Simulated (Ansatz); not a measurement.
TiC (Fm-3m) as a metal

```
Ti C
1.0
     0.00000    2.14675    2.14675
     2.14675    0.00000    2.14675
     2.14675    2.14675    0.00000
Ti C
1 1
Cartesian
  0.0000 0.0000 0.0000
  2.1467 2.1467 2.1467
```

Level of theory, where no other is named: PBEsol, all-electron LAPW in Ansatz 0.2.0, scalar-relativistic. k mesh 14×14×14, fine mesh 24×24×24, Fermi-Dirac smearing of 0.100 eV, basis error target 1 meV/atom. The cell was relaxed by PAW under this functional.

Levels and slopes are solved on a 24×24×24 mesh, and each state is taken as quadratic over its cell.

Task: What is the density of states at the Fermi level, and which bare Sommerfeld coefficient follows?

Result: N(E_F) = 0.151 states/eV/atom (both spins), so γ = (π²/3) k_B² N(E_F) = 0.356 mJ/(mol-atom K²) without electron-phonon or spin-fluctuation enhancement.

Task: What Drude plasma energy and σ/τ do the band velocities give?

Result: (ħω_p,α)² = (e²/ε₀VN_k) Σ_nkσ (∂E/∂k_α)² δ(E − E_F) gives ħω_p = (3.61, 3.61, 3.61) eV along x, y, z, and σ/τ = ε₀ω_p² = 2.67×10²⁰ Ω⁻¹m⁻¹s⁻¹ along x. Weighted by the density of states, the mean Fermi speed is 0.523×10⁶ m/s; the surface has an area of 6.52 Å⁻² for each spin direction.

Task: Which bands cross the Fermi level, and what do they carry?

Result: 

| band | filled part | N (states/eV/cell) | speed (10⁶ m/s) | 5th to 95th percentile | area (Å⁻²) | filling |
| --- | --- | --- | --- | --- | --- | --- |
| 1 | 1.00 | 0.0132 | 0.963 | 0.81 to 1.17 | 0.524 | nearly full |
| 2 | 0.99 | 0.0378 | 0.682 | 0.38 to 0.91 | 1.06 | nearly full |
| 3 | 0.99 | 0.055 | 0.503 | 0.10 to 0.80 | 1.14 | nearly full |
| 4 | 0.02 | 0.196 | 0.468 | 0.11 to 0.72 | 3.79 | nearly empty |

Task: Map the plane k₃ = 1/2 of the mesh: how many bands lie under the Fermi level at each point, counted from the least on the plane?

Result: k₁ runs to the right and k₂ upwards, each from −½ to ½ with 0 in the middle (the axes needn't be at right angles):
```
000000000000000000000000
000000000000000000000000
000000000000000000000000
000000000000000000000000
000000000000000000000000
000000000000000000000000
000000000000000000000000
000000000000000000000000
000000000000000000000000
000000000000000000000000
000000000000000000000000
100000000000000000000000
000000000000000000000000
000000000000000000000000
000000000000000000000000
000000000000000000000000
000000000000000000000000
000000000000000000000000
000000000000000000000000
000000000000000000000000
000000000000000000000000
000000000000000000000000
000000000000000000000000
000000000000100000000000
```

Task: On PAW files the program sums the optical response inside the mesh cells, interband lines and its own Drude term. Where does ε₁ rise through zero (a sharp plasmon if ε₂ is small there), and how much light is reflected?

Result: 

| Quantity | Value |
| --- | --- |
| Fine mesh | 24, 24, 24 |
| Window top | 25 eV |
| Line width | 0.1 eV |
| Drude damping | 0.2 eV |
| ε₁ rises through zero at x | 0.87, 6.64, 11.7, 22.17 eV |
| ε₂ there x | 33.93, 6.37, 1.26, 0.29 |
| Plasma energy (x, y, z) | 3.774, 3.774, 3.774 eV |
| Reflectivity at 1 eV, x-polarised | 0.5878 |
| Reflectivity at 2 eV, x-polarised | 0.4842 |
| Reflectivity at 3 eV, x-polarised | 0.5093 |

The plasma energy here is the program's own sum at the run's smearing; it differs from the value above by up to 5 %, through mesh and smearing.

Task: What does PAW give for the same cell?

Result: N(E_F) = 0.151 states/eV/atom and ħω_p,x = 3.61 eV.

Keep in mind: these sums move with the mesh, by several per cent and more for small sheets; frozen-core PAW files fitted under PBE, their cores solved anew for the functional of the run.
